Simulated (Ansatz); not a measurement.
## MgMn₂P₂O₈F₂, one structure, two calculations

Cell: a Materials Project structure (computed, not necessarily an observed phase).

```xyz
15
Lattice="5.2321 0.0000 0.0000 -0.7136 5.4266 0.0000 -2.2107 -2.3400 6.5722" Properties=species:S:1:pos:R:3 pbc="T T T"
Mg    3.3747    0.1315    4.6707
Mn    0.0062    0.0318    0.1161
Mn    1.0954    1.5956    3.2176
P     0.5132   -1.2069    4.9535
P     1.8534    4.2601    1.6756
O     0.4806    4.2076    0.9428
O     2.9363    4.5208    0.6091
O     2.5716   -0.1182    2.8199
O     2.1349    2.8427    2.2501
O    -0.7356   -1.2107    5.9128
O    -0.1757    2.9904    4.0871
O     0.1440    0.1352    4.1940
O     1.8914   -0.9689    5.6579
F    -0.0649    1.2785    1.7523
F     2.3884    1.7854    4.7891
```

Atom numbers follow the list; atoms alike are taken as one site, whose name carries the number of the first.

First run. The numbers come from a DFT calculation in Ansatz (PBE, plane waves and PAW, scalar-relativistic, collinear spin, 420 eV cutoff, Γ-centred 4×4×3 k-points, Fermi–Dirac smearing 0.02 eV). Start moments as typed (μB): 4 on each Mn, none on the rest.

```
site  atom  V_zz (10²¹ V/m²)     η  m (μB)
  Mg     1              1.54  0.99    0.00
 Mn2     2             -4.33  0.32    3.20
 Mn3     3             -5.77  0.87   -3.18
  P4     4             -2.99  0.81    0.00
  P5     5              0.57  0.60    0.00
  O6     6             10.47  0.38    0.02
  O7     7             11.00  0.23    0.03
  O8     8              9.72  0.47   -0.02
  O9     9             10.40  0.56   -0.01
 O10    10             10.34  0.23    0.00
 O11    11              9.45  0.02   -0.04
 O12    12             10.10  0.66   -0.01
 F14    14             11.20  0.46    0.02
 F15    15             -7.85  0.74    0.01
```

Second run. The same atoms and settings, except that the start moments (μB) are 0 4 -4 0 0 0 0 0 0 0 0 0 0 0 0 by atom.

Q: Given the first result, estimate the second.

A: 

```
site  atom   V_zz     η  change of V_zz  m (μB)
  Mg     1   1.54  0.99            0.00    0.00
 Mn2     2  -4.33  0.32            0.00    3.20
 Mn3     3  -5.77  0.87            0.00   -3.18
  P4     4  -2.99  0.81            0.00    0.00
  P5     5   0.57  0.60            0.00    0.00
  O6     6  10.47  0.38            0.00    0.02
  O7     7  11.00  0.23            0.00    0.03
  O8     8   9.72  0.47            0.00   -0.02
  O9     9  10.40  0.56            0.00   -0.01
 O10    10  10.34  0.23            0.00    0.00
 O11    11   9.45  0.02            0.00   -0.04
 O12    12  10.10  0.66            0.00   -0.01
 F14    14  11.20  0.46            0.00    0.02
 F15    15  -7.85  0.74            0.00    0.01
```

No V_zz moves by more than 0.01. The table leaves out 1 of the 15 sites, with |V_zz| up to 9.61; their tensors move by 0.01 at most along any direction. The statements above cover all sites.

The largest force is 0.7 eV/Å, so the atoms aren't at the calculated equilibrium and relaxing them would move these values. With a gap of 0.6 eV on this mesh, small gradients can still move by 0.1 × 10²¹ V/m² or more as the k-mesh gets denser. The magnetic order is the one that the run reached from its start moments, not necessarily the measured one.
For the first run: The moments were started parallel, and the run ended with some of them reversed. The program didn't check the stability of this electronic state in full, so a lower one may lie near.
